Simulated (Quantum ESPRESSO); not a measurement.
Ga3GeN4, input and log of a self-consistent run

Simulated, not a measurement. The program is pw.x of Quantum ESPRESSO 7.5 (plane-wave density functional theory). The cell is made up: 8 atoms on a wurtzite lattice, with randomly drawn elements, strain and displacements, not relaxed. PseudoDojo standard norm-conserving files (v0.5 for PBE, v0.4.1 for LDA and PBEsol) set the functional; there is no spin polarisation, spin-orbit coupling or dispersion term, and the masses in the input are unused placeholders. A spin-polarised start on this cell or one of its family kept no moment.

Input:

```
&control calculation='scf', pseudo_dir='./dojo.nc.sr.pbe.v0_5.standard.upf', outdir='./o', disk_io='low', tprnfor=.true., tstress=.true. /
&system ibrav=0, nat=8, ntyp=3, nbnd=47, ecutwfc=84.00895049, nosym=.true., tot_charge=0,
 occupations='smearing', smearing='fd', degauss=0.0073498644
/
&electrons conv_thr=7.350e-09, electron_maxstep=60, /
ATOMIC_SPECIES
Ga 1.0 Ga.upf
Ge 1.0 Ge.upf
N 1.0 N.upf
CELL_PARAMETERS angstrom
3.2044 -0.0056 -0.032
-0.0094 5.5059 0.0462
-0.0525 0.044 5.2353
ATOMIC_POSITIONS angstrom
Ga -0.0396 -0.0032 -0.0818
Ga 1.4521 2.713 0.0493
Ga 1.6074 0.8786 2.6067
Ge 0.0156 3.6477 2.6799
N -0.0207 -0.0784 1.8856
N 1.5988 2.6866 2.0719
N 1.4744 1.0276 4.5446
N 0.0042 3.6806 4.6394
K_POINTS automatic
7 6 6 1 1 1
```

The log is shortened where brackets say so; the opening notice, blank lines, dates and the lines on written files are dropped, and the path of the files is cut. It prints rydbergs, bohrs and kilobars, and counts compression as positive stress.

```
     Program PWSCF v.7.5
     Parallel version (MPI & OpenMP), running on       4 processor cores
     Number of MPI processes:                 4
     Threads/MPI process:                     1
     [start-up lines left out]
     bravais-lattice index     =            0
     lattice parameter (alat)  =       6.0557  a.u.
     unit-cell volume          =     623.2150 (a.u.)^3
     number of atoms/cell      =            8
     number of atomic types    =            3
     number of electrons       =        73.00
     number of Kohn-Sham states=           47
     kinetic-energy cutoff     =      84.0090  Ry
     charge density cutoff     =     336.0358  Ry
     scf convergence threshold =      7.3E-09
     mixing beta               =       0.7000
     number of iterations used =            8  plain     mixing
     Exchange-correlation= PBE
                           (   1   4   3   4   0   0   0)
     [axes and pseudopotential details left out]
   Cartesian axes
     site n.     atom                  positions (alat units)
         1        Ga     tau(   1) = (  -0.0123574  -0.0009986  -0.0255261  )
         2        Ga     tau(   2) = (   0.4531349   0.8466049   0.0153843  )
         3        Ga     tau(   3) = (   0.5015970   0.2741714   0.8134334  )
         4        Ge     tau(   4) = (   0.0048681   1.1382825   0.8362758  )
         5        N      tau(   5) = (  -0.0064595  -0.0244651   0.5884107  )
         6        N      tau(   6) = (   0.4989133   0.8383666   0.6465465  )
         7        N      tau(   7) = (   0.4600937   0.3206676   1.4181645  )
         8        N      tau(   8) = (   0.0013106   1.1485491   1.4477473  )
     number of k points=   126  Fermi-Dirac smearing, width (Ry)=  0.0073
     Number of k-points >= 100: set verbosity='high' to print them.
     Dense  grid:    64833 G-vectors     FFT dimensions: (  36,  64,  60)
     Estimated max dynamical RAM per process >     273.20 MB
     Estimated total dynamical RAM >       1.02 GB
     Initial potential from superposition of free atoms
     starting charge      72.9911, renormalised to      73.0000
     Starting wfcs are   52 randomized atomic wfcs
     total cpu time spent up to now is        4.9 secs
     per-process dynamical memory:   240.9 Mb
     Self-consistent Calculation
     iteration #  1     ecut=    84.01 Ry     beta= 0.70
     Davidson diagonalization with overlap
     ethr =  1.00E-02,  avg # of iterations =  3.5
     total cpu time spent up to now is       16.2 secs
     total energy              =    -719.52095229 Ry
     estimated scf accuracy    <       2.10936532 Ry
     iteration #  2     ecut=    84.01 Ry     beta= 0.70
     Davidson diagonalization with overlap
     ethr =  2.89E-03,  avg # of iterations =  2.5
     total cpu time spent up to now is       26.6 secs
     total energy              =    -720.10527100 Ry
     estimated scf accuracy    <       2.31585095 Ry
     iteration #  3     ecut=    84.01 Ry     beta= 0.70
     Davidson diagonalization with overlap
     ethr =  2.89E-03,  avg # of iterations =  2.0
     total cpu time spent up to now is       35.5 secs
     total energy              =    -720.50642635 Ry
     estimated scf accuracy    <       0.02490979 Ry
     iteration #  4     ecut=    84.01 Ry     beta= 0.70
     Davidson diagonalization with overlap
     ethr =  3.41E-05,  avg # of iterations =  6.9
     total cpu time spent up to now is       48.3 secs
     total energy              =    -720.51540951 Ry
     estimated scf accuracy    <       0.01167542 Ry
     iteration #  5     ecut=    84.01 Ry     beta= 0.70
     Davidson diagonalization with overlap
     ethr =  1.60E-05,  avg # of iterations =  2.3
     total cpu time spent up to now is       57.8 secs
     total energy              =    -720.51681010 Ry
     estimated scf accuracy    <       0.00431930 Ry
     [iterations 6 to 7 left out]
     iteration #  8     ecut=    84.01 Ry     beta= 0.70
     Davidson diagonalization with overlap
     ethr =  2.15E-07,  avg # of iterations =  2.0
     total cpu time spent up to now is       84.8 secs
     total energy              =    -720.51725736 Ry
     estimated scf accuracy    <       0.00004220 Ry
     iteration #  9     ecut=    84.01 Ry     beta= 0.70
     Davidson diagonalization with overlap
     ethr =  5.78E-08,  avg # of iterations =  2.0
     total cpu time spent up to now is       93.8 secs
     total energy              =    -720.51726510 Ry
     estimated scf accuracy    <       0.00000082 Ry
     iteration # 10     ecut=    84.01 Ry     beta= 0.70
     Davidson diagonalization with overlap
     ethr =  1.12E-09,  avg # of iterations =  4.5
     total cpu time spent up to now is      106.2 secs
     total energy              =    -720.51726556 Ry
     estimated scf accuracy    <       0.00000046 Ry
     iteration # 11     ecut=    84.01 Ry     beta= 0.70
     Davidson diagonalization with overlap
     ethr =  6.25E-10,  avg # of iterations =  2.0
     total cpu time spent up to now is      115.0 secs
     total energy              =    -720.51726560 Ry
     estimated scf accuracy    <       0.00000003 Ry
     iteration # 12     ecut=    84.01 Ry     beta= 0.70
     Davidson diagonalization with overlap
     ethr =  4.54E-11,  avg # of iterations =  2.1
     total cpu time spent up to now is      125.7 secs
     End of self-consistent calculation
     Number of k-points >= 100: set verbosity='high' to print the bands.
     the Fermi energy is    14.3855 ev
!    total energy              =    -720.51726561 Ry
     estimated scf accuracy    <          3.0E-09 Ry
     smearing contrib. (-TS)   =      -0.00470252 Ry
     internal energy E=F+TS    =    -720.51256310 Ry
     The total energy is F=E-TS. E is the sum of the following terms:
     one-electron contribution =    -228.09687345 Ry
     hartree contribution      =     181.34573288 Ry
     xc contribution           =    -194.27011198 Ry
     ewald contribution        =    -479.49131055 Ry
     convergence has been achieved in  12 iterations
     Forces acting on atoms (cartesian axes, Ry/au):
     atom    1 type  1   force =    -0.00915502    0.01300790    0.01222713
     atom    2 type  1   force =     0.10320349   -0.01537968    0.04040996
     atom    3 type  1   force =    -0.01073013   -0.03731931   -0.00366662
     atom    4 type  2   force =    -0.01124271   -0.00778633   -0.00219784
     atom    5 type  3   force =     0.00413372    0.01792812    0.02518440
     atom    6 type  3   force =     0.00420818    0.04485594   -0.03880967
     atom    7 type  3   force =     0.02085758   -0.06241999   -0.00332382
     atom    8 type  3   force =    -0.10127512    0.04711334   -0.02982354
     Total force =     0.191971     Total SCF correction =     0.000191
     Computing stress (Cartesian axis) and pressure
          total   stress  (Ry/bohr**3)                   (kbar)     P=      123.21
   0.00075904  -0.00021817   0.00019594          111.66      -32.09       28.82
  -0.00021817   0.00103556  -0.00016539          -32.09      152.34      -24.33
   0.00019594  -0.00016539   0.00071817           28.82      -24.33      105.65
     init_run     :      4.65s CPU      4.82s WALL (       1 calls)
     electrons    :    120.42s CPU    120.80s WALL (       1 calls)
     forces       :      1.29s CPU      1.30s WALL (       1 calls)
     stress       :      4.56s CPU      4.57s WALL (       1 calls)
     [timing details left out]
     PWSCF        :   2m11.05s CPU   2m11.63s WALL
     JOB DONE.
```

In other units: free energy -9803.137 eV for the cell, pressure 12.32 GPa, largest force component 2.653 eV/Å. A rerun of this cell at 1437 eV and a 9 x 8 x 8 mesh moved values by no more than 0.006 eV in energy, 0.27 GPa in stress and 0.020 eV/Å in force.